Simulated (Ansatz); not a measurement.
According to the program Ansatz at the PBE level (PAW), GaAs in the rock salt structure (Fm-3m) relaxes to a = 5.393 Å. As has 6 nearest neighbours from 2.70 Å (octahedral); Ga has 6 nearest neighbours from 2.70 Å (octahedral). Its formation energy from the elements is -0.023 eV/atom, with no fitted shifts.

Electronic character: metallic (no gap). Gap from PBE with spin–orbit coupling: none (metallic).

An equation-of-state fit gives a bulk modulus of 70.2 GPa.

The start of the workflow was typed in or built on a structure type; neither database checked (COD, Materials Project) lists it. It is not the phase usual at ambient conditions (space group No. 216). The cell was relaxed with PBE under the symmetry of its start; whether a distortion lowers the energy is not shown. The volume moved by 18 % from the start of the relaxation. The references are the lowest solids computed at this level, not always the standard phases. Spin–orbit coupling is left out wherever it is not named.

Potentials: the later of the program's two PAW sets.
